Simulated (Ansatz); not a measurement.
Relaxation of LiInPt

The calculation used Ansatz, DFT PBEsol, scalar-relativistic, plane waves, PAW. Run with 420 eV cutoff, 12×12×16 k-mesh, Gaussian smearing of 0.10 eV, no spin polarisation.

What was changed: relaxed at 20 GPa.

Spin–orbit coupling is left out, which can shift energies with elements as heavy as these.

Other phases may be more stable at this pressure.

Input:

```yaml
crystal:
  lattice:
    - [4.1734458911, 0.0, 0.0]
    - [-2.0867229456, 3.614310163, 0.0]
    - [0.0, 0.0, 2.7348917197]
  atoms:
    - { symbol: Li, position: [0.0, 0.0, 0.0] }
    - { symbol: In, position: [0.3333333333, 0.6666666667, 0.5] }
    - { symbol: Pt, position: [0.6666666667, 0.3333333333, 0.0] }
basis:
  ecutwfc: 420
kpoints:
  mp_grid: { grid: [12, 12, 16] }
hamiltonian:
  xc: pbesol
scf:
  occupations: { method: gaussian, width: 0.1 }
output:
  forces: true
  stress: true
  eigenvalues: true
relax:
  adjacent_minimum: "off"
  f_tol: 0.008
  max_steps: 50
  cell: { stress_tol: 0.08, p_target: 20.0 }
```

F is the free energy. Steps run on the plane waves of an earlier cell, but the last one, and at times one on the way, on a freshly chosen basis, so a repeated geometry can differ a little in energy. The relaxation lowers the enthalpy F + PV at the target pressure, so F itself can rise.

Steps:

```csv
step,F − F(1) (eV),largest force component (eV/Å),V (Å³/atom),P (GPa)
1,0.0000,0.000,13.751,21.07
2,-0.0652,0.000,13.930,18.20
3,-0.0259,0.000,13.816,19.95
4,-0.0248,0.000,13.813,20.00
5,-0.0249,0.000,13.813,20.00
```

Relaxed structure:

```yaml
crystal:
  lattice:
    - [4.17105, 0.00000, 0.00000]
    - [-2.08553, 3.61224, 0.00000]
    - [0.00000, 0.00000, 2.75041]
  atoms:
    - { symbol: Li, position: [0.00000, 0.00000, 0.00000] }
    - { symbol: In, position: [0.33333, 0.66667, 0.50000] }
    - { symbol: Pt, position: [0.66667, 0.33333, 0.00000] }
```

The structure is hexagonal, space group P-6m2 (No. 187). Conventional cell: a = 4.171 Å, b = 4.171 Å, c = 2.750 Å, α = 90.00°, β = 90.00°, γ = 120.00°. Li (site symmetry -6m2) is surrounded by 3 Pt at 2.41 Å and 2 Li at 2.75 Å and 6 In at 2.77 Å. In (site symmetry -6m2) has 2 In at 2.75 Å and 6 Pt at 2.77 Å and 6 Li at 2.77 Å as nearest neighbours. Pt (site symmetry -6m2) has 3 Li at 2.41 Å and 2 Pt at 2.75 Å and 6 In at 2.77 Å as nearest neighbours.

The run converged. The run took about 90 core-seconds.